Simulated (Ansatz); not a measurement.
## Clamped-ion strain scan in SnO

All numbers below come from DFT PBEsol, scalar-relativistic, plane waves, PAW (Ansatz 0.2.0). Settings: plane waves to 420 eV, k-mesh 12×12×10 (Γ-centred), Gaussian smearing 0.15 eV. No spin polarisation. Energies are free energies at this smearing, counted from the undisturbed cell; pressure is positive in compression.

Zero of the scan (as given, not relaxed at this level; it stands at -0.1 GPa):

```
CELL_PARAMETERS angstrom
3.80200 0.00000 0.00000
0.00000 3.80200 0.00000
0.00000 0.00000 4.83600
ATOMIC_POSITIONS crystal
Sn 0.00000 0.50000 0.23850
Sn 0.50000 0.00000 0.76150
O 0.00000 0.00000 0.00000
O 0.50000 0.50000 0.00000
```

The cell is strained by ε times the Voigt pattern (0, 0, 0, 0, 0, 1) (xx, yy, zz, yz, xz, xy; engineering shear) with fractional coordinates fixed. The cell is metallic on the mesh throughout.

```tsv
ε	ΔE (meV/atom)	stress summed along the pattern (GPa, tension positive)	pressure (GPa)
-0.0200	1.8	-1.67	0.0
-0.0100	0.5	-0.84	0.0
0.0000	0.0	0.00	-0.1
0.0025	0.0	0.21	-0.1
0.0050	0.1	0.42	-0.1
0.0075	0.3	0.63	0.0
0.0125	0.7	1.04	0.0
0.0150	1.0	1.25	0.0
0.0175	1.4	1.46	0.0
```

By symmetry 0.0200 repeats -0.0200, -0.0150 repeats 0.0150, 0.0100 repeats -0.0100, -0.0050 repeats 0.0050 in energy, with the opposite slope along the path.